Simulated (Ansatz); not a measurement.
## Relaxing an invented TiOs₃ structure

Theory: DFT PBE, scalar-relativistic, plane waves, PAW in Ansatz 0.2.0. Cutoff 420 eV, Gaussian smearing, Γ-centred meshes. Cell and atoms relax first on a coarse mesh and then on a finer one. In between, the cell is made exact in the group found at 0.06 Å. In metals the finer mesh still leaves noise of several meV/atom or more. The steps can't lower the symmetry of their start. Collinear spin is switched on along the way, since trial moments persisted in a coarse test.

The cell of TiOs₃ is invented: random cell by space group and Wyckoff sites (Fm-3m, No. 225). Lengths were set from tabulated atomic sizes, so they are only a guess.

Space group Fm-3m (No. 225). a = 6.219 Å, b = 6.219 Å, c = 6.219 Å, α = 90.00°, β = 90.00°, γ = 90.00°
```
atom  site  symmetry       x       y       z
  Ti    4b      m-3m  0.5000  0.0000  0.0000
  Os    8c      -43m  0.2500  0.7500  0.7500
  Os    4a      m-3m  0.0000  0.0000  0.0000
```

Formation energies are uncorrected and refer to the elements' standard structures at the same level.

Question: Describe the relaxed structure.

Answer: The symmetry stays Fm-3m (No. 225). The end has the BiF3 (D0_3) type. The volume per atom shrinks by 1.5 %, from 15.0 to 14.8 Å³. The shortest distance goes from 2.69 Å (Ti–Os and Os–Os) to 2.68 Å (Ti–Os and Os–Os). Conventional cell: a = 6.187 Å. Around Ti lie 8 Os at 2.68 Å and 6 Os at 3.09 Å; Os on a site of symmetry -43m has 4 Os at 2.68 Å, 4 Ti at 2.68 Å and 6 Os at 3.09 Å; Os on a site of symmetry m-3m is surrounded by 8 Os at 2.68 Å and 6 Ti at 3.09 Å.

```
Ti Os
1.0
     0.00000    3.09352    3.09352
     3.09352    0.00000    3.09352
     3.09352    3.09352    0.00000
Ti Os
1 3
Cartesian
  3.0935 3.0935 3.0935
  1.5468 1.5468 1.5468
  4.6403 4.6403 4.6403
  0.0000 0.0000 0.0000
```

Question: How does it come out in energy, and is it a metal?

Answer: The energy over the elements is +0.19 eV/atom, the gap on the 14×14×14 mesh of the 4-atom cell is 0 eV (a metal) and the net moment per atom is 0.00 μB. The moment by site is all under 0.1 μB.

A positive value: parting into the elements would lower its energy.

The last run used collinear spin and Gaussian smearing of 0.10 eV. Spin–orbit coupling, which can matter for Os, is left out. A structure relaxed within its symmetry needn't be a true minimum. In all, the 4 runs took 65 s on 1 thread of INTEL(R) XEON(R) PLATINUM 8581C CPU @ 2.30GHz (Emerald Rapids), with other jobs on the host. Site moments count only spheres around the atoms; the net moment includes the space between them.
